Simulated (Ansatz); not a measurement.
In plane-wave PAW LDA (Ansatz code), InPd in the CsCl type structure (Pm-3m) relaxes to a = 3.215 Å. Against the elements it lies at -0.54 eV/atom, with no fitted shifts.

Electronic character: metallic (no gap).

The bulk modulus is 150 GPa. The relaxed-ion elastic constants in GPa are C11 = 171, C12 = 140, C44 = 59.7. The elastic constants imply a Debye temperature near 234 K. The highest mode at Γ lies at 150 cm^-1.

The LDA relaxation kept the symmetry of its start; of distortions, only those at the zone centre were tested. No spin polarisation was allowed. As this level gives no gap, shear constants depend on the k-mesh and smearing (Fermi–Dirac, 0.1 eV here). As this level gives no gap, phonon frequencies hold no LO–TO term and depend on the k-mesh and smearing (Fermi–Dirac, 0.1 eV here). The references are the lowest solids computed at this level, not always the standard phases. Scalar-relativistic: spin–orbit coupling is off unless named, which matters more the heavier the elements.

Potentials: the later of the program's two PAW sets.
